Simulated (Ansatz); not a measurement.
Starting cell, MoS$_{2}$ (2H-MoS2 type, space group P6_3/mmc):

```
MoS2
1.0
    3.17300     0.00000     0.00000
   -1.58650     2.74790     0.00000
    0.00000     0.00000    12.43657
Mo S
2 4
Direct
  0.33333   0.66667   0.25000
  0.66667   0.33333   0.75000
  0.33333   0.66667   0.62491
  0.66667   0.33333   0.12491
  0.66667   0.33333   0.37509
  0.33333   0.66667   0.87509
```

In this cell atom 4 (S, nearest neighbour Mo at 2.403 Å; its periodic images, 3.2 Å or more away, move with it) is moved by s along Cartesian [110], unit vector (0.707, 0.707, 0.000); all other atoms and the cell stay fixed.

These are r2SCAN+rVV10 (plane waves to 500 eV, PAW, scalar-relativistic; Ansatz, a quantum-chemistry and plane-wave program) values and carry that method's errors. k mesh 10×10×3 (Γ-centred), Fermi-Dirac smearing 0.05 eV. F∥ is the force on the atom along that direction. MoS2 is run without spin polarisation. MoS2 was relaxed with its symmetry unable to fall. 

```csv
s (Å),F∥ (eV/Å)
-0.480,3.482
-0.384,3.051
-0.288,2.463
-0.192,1.747
-0.096,0.921
0.000,0.000
0.096,-1.002
0.192,-2.069
0.288,-3.175
0.384,-4.287
0.480,-5.356
```

### Question
What is the force constant k = d²E/ds² of this move at s = 0?

### Answer
10.0 eV/Å². The forces along the line at the two nearest points give (0.921 − (-1.002)) / (2·0.096) = 10.02 eV/Å²; the next pair corrects for the finite step.

(A displaced cell: forces are minus the slopes of the energy, force constants its curvatures, and phonons follow from these.)
